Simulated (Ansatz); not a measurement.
input.yaml (Ansatz)

```yaml
crystal:
  lattice:
    - [4.3626003198, 0.0, 0.0]
    - [-2.1813001599, 3.7781227035, 0.0]
    - [0.0, 0.0, 7.1386336315]
  atoms:
    - { symbol: Ba, position: [0.3333333333, 0.6666666667, 0.25] }
    - { symbol: Ba, position: [0.6666666667, 0.3333333333, 0.75] }
hamiltonian:
  xc: blyp
  pseudopotentials:
    kind: paw
    azcp:
      Ba: "pseudopotentials/Ba.paw.azcp"
basis:
  ecutwfc: 420
  fft_grid_basis: typed
kpoints:
  mp_grid: { grid: [9, 9, 5], shift: [0, 0, 0] }
magnetization:
  spin_polarized: false
scf:
  occupations: { method: fermi_dirac, width: 0.1 }
  lower_state_search: "off"
output:
  stress: true
```

Terminal output

```
Engine: ansatz 0.2.0, aarch64-unknown-linux-gnu
Pseudopotentials: kind: paw
Pseudopotential: Ba, paw, valence charge 10, recommended cutoff 420 eV (normal) 
Functional definition: BLYP
  parameter beta = 0.0042
  parameter a = 0.04918
  parameter b = 0.132
  parameter c = 0.2533
  parameter d = 0.349
  exchange = b88_x(beta = beta)
  correlation = lyp_c(a = a, b = b, c = c, d = d)
Crystal: 2 atoms, lattice volume = 117.662 Å³
Basis set: ecut = 420 eV, 2297 PW (Γ), exchange–correlation on 60×60×96 points (8 copies of the dense FFT grid, shifted against one another)
Bands: 14, of which v1, the nominal top of the filled ones, is band 10 counted from 1 (9 counted from 0)
Symmetry: 24 space group operations
Space group: P63/mmc (ITA 194), of the structure as read, at distance tolerance 4.9e-5 Å
k-points: 36 of 405
Non-local potential: Ba, projectors of the file, l = 0: 3, l = 1: 2, l = 2: 2, l = 3: 2
PAW form: soft (Blöchl's): semilocal exchange-correlation on the pseudo side does not see the compensation charge
PAW frozen core: Ba, regenerated for the run's functional, and the local potential with it (the file was generated under x = pbe(κ = 0.804, μ = 0.2195149727645171), c = pbe(β = 0.06672455060314922))
PAW one-centre angular grid: Ba, 194 points (default); XC on 64 Gauss nodes
Initial density: superposition of atomic densities (neutral atoms: chi_scale 0, normalization atom), corrected by the library's trained network
Initial wavefunctions: pseudopotential atomic-orbital guess
Functional: x = b88, c = lyp
SCF iter   1: F=—  HF=-11936.566640 eV  |F-HF|=—  |Δ(HF+E_count)|=         —  Δρ=1.91e-3  dr2=4.39e-3  ethr=1.77e-3  ⟨swp⟩=6.7  Hψ=3406  notcnv=0
SCF iter   2: F=—  HF=-11936.567588 eV  |F-HF|=—  |Δ(HF+E_count)|=   9.48e-4  Δρ=1.11e-3  dr2=1.75e-3  ethr=2.19e-5  ⟨swp⟩=2.3  Hψ=1137  notcnv=0
SCF iter   3: F=—  HF=-11936.569253 eV  |F-HF|=—  |Δ(HF+E_count)|=   1.66e-3  Δρ=3.52e-4  dr2=2.93e-4  ethr=8.74e-6  ⟨swp⟩=2.3  Hψ=822  notcnv=0
SCF iter   4: F=—  HF=-11936.569529 eV  |F-HF|=—  |Δ(HF+E_count)|=   2.76e-4  Δρ=1.12e-4  dr2=2.60e-5  ethr=1.47e-6  ⟨swp⟩=2.0  Hψ=853  notcnv=0
SCF iter   5: F=—  HF=-11936.569532 eV  |F-HF|=—  |Δ(HF+E_count)|=   3.11e-6  Δρ=3.91e-5  dr2=3.85e-6  ethr=1.30e-7  ⟨swp⟩=3.0  Hψ=844  notcnv=0
SCF iter   6: F=—  HF=-11936.569534 eV  |F-HF|=—  |Δ(HF+E_count)|=   1.75e-6  Δρ=8.80e-6  dr2=1.07e-7  ethr=1.92e-8  ⟨swp⟩=3.0  Hψ=929  notcnv=0
SCF iter   7: F=-11936.569534 eV  HF=-11936.569534 eV  |F-HF|=8.88e-9  |Δ(HF+E_count)|=   7.01e-8  Δρ=1.36e-6  dr2=2.56e-9  ethr=5.00e-10  ⟨swp⟩=4.4  Hψ=1800  notcnv=0
SCF 1 converged in 7 iterations: F = -11936.569534 eV  dr2 = 2.56e-9
SCF converged after 7 iterations
Free energy (F): -11936.569534 eV
Harris-Foulkes:  -11936.569534 eV  (|F-HF|=8.88e-9)
Internal energy: -11936.461074 eV  (E = F + TS)
E sigma→0 (E₀):  -11936.515304 eV
Entropy (-TS):   -0.108461 eV (-54.230 meV/atom)
Fermi energy:    6.869397 eV
--- Per-component energies (eV) ---
  E_band       = -149.644446
  E_kinetic    = 334.140774
  E_local      = -721.783512  (includes V_loc(G=0)·N_el)
  E_nonlocal   = 115.514288
  E_hartree    = 228.077758
  E_xc         = -328.109655
  E_vxc        = -260.979533  (∫ρ·V_xc dr)
  E_paw        = -10495.146961  (= ΣΔE_a)
  E_vpaw       = -72.692055  (= ΣTr[D̂ρ^β])
  E_aug_tail   = -0.000004  (compensation charges beyond the density's cutoff)
  E_ewald      = -1069.314590
  E_core_change = 0.160828  (= ΣΔE_core)
  E_smearing   = -0.108461  (= −TS)
  E_closure    = 0.000000  (closes the sum)
  Σ components = -11936.569534   (vs F -11936.569534, Δ=0.00e0)
--- Stress (GPa, compression-positive) ---
        1.256740       0.000000       0.000000
       -0.000000       1.256740       0.000000
        0.000000       0.000000       1.186775
  P = ⅓ Tr σ = 1.2334 GPa (12.334 kbar)
```
